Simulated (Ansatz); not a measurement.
Tl:
```
Tl
1.0
    3.38555     0.00000     0.00000
   -1.69278     2.93197     0.00000
    0.00000     0.00000     5.48781
Tl
2
Direct
  0.33333   0.66667   0.75000
  0.66667   0.33333   0.25000
```

Relaxed with LDA.

Problem. Which orbitals make up the states near the Fermi level in LDA in the plane-wave PAW code Ansatz?

Solution. Within 0.5 eV of the Fermi level: Tl 6p 74 %, Tl 6s 23 %. Projections are on Löwdin-orthogonalised atomic valence shells; empty p or d shells of many metals are not among them.

Problem. Tabulate the density of states.

Solution. States/eV per cell of 2 atoms, in 0.25 eV bins, energy from the Fermi level.

```csv
E (eV),total,Tl 6p,Tl 6s,Tl 5d
-7.85,0.47,0.21,0.23,0.02
-7.60,0.50,0.22,0.25,0.02
-7.35,0.52,0.23,0.27,0.02
-7.10,0.55,0.24,0.29,0.02
-6.85,0.59,0.25,0.31,0.03
-6.60,0.62,0.25,0.34,0.03
-6.35,0.66,0.25,0.38,0.03
-6.10,0.72,0.26,0.43,0.03
-5.85,0.83,0.27,0.53,0.04
-5.60,0.84,0.25,0.55,0.04
-5.35,0.85,0.22,0.59,0.03
-5.10,0.82,0.19,0.59,0.03
-4.85,0.78,0.16,0.59,0.03
-4.60,0.90,0.18,0.69,0.03
-4.35,1.34,0.24,1.06,0.03
-4.10,1.34,0.16,1.14,0.03
-3.85,0.67,0.06,0.60,0.01
-3.60,0.09,0.00,0.08,0.00
-3.35,0.00,0.00,0.00,0.00
-3.10,0.00,0.00,0.00,0.00
-2.85,0.03,0.02,0.00,0.00
-2.60,0.12,0.11,0.01,0.00
-2.35,0.28,0.25,0.02,0.00
-2.10,0.40,0.36,0.04,0.00
-1.85,0.52,0.45,0.06,0.01
-1.60,0.66,0.56,0.09,0.01
-1.35,0.86,0.72,0.12,0.01
-1.10,1.30,1.07,0.19,0.02
-0.85,1.21,0.96,0.21,0.02
-0.60,1.00,0.79,0.18,0.02
-0.35,0.88,0.67,0.19,0.01
-0.10,0.76,0.55,0.18,0.01
0.15,0.80,0.58,0.19,0.01
0.40,0.93,0.70,0.20,0.01
0.65,1.03,0.79,0.21,0.01
0.90,0.98,0.74,0.20,0.01
1.15,0.84,0.64,0.17,0.01
1.40,1.01,0.80,0.17,0.01
1.65,1.10,0.89,0.17,0.02
1.90,1.02,0.81,0.17,0.01
2.15,0.90,0.71,0.15,0.01
2.40,0.91,0.72,0.15,0.01
2.65,1.01,0.82,0.14,0.01
2.90,1.04,0.84,0.14,0.01
3.15,1.00,0.82,0.13,0.01
3.40,1.01,0.83,0.12,0.01
3.65,1.00,0.83,0.11,0.01
3.90,1.12,0.94,0.11,0.01
4.15,1.28,1.09,0.10,0.01
4.40,1.27,1.07,0.10,0.01
4.65,1.26,1.07,0.09,0.01
```

Space group P6_3/mmc (hcp (Mg type)). The LDA relaxation kept the symmetry of its start. Spin–orbit coupling is left out wherever it is not named.

Potentials: the later of the program's two PAW sets.
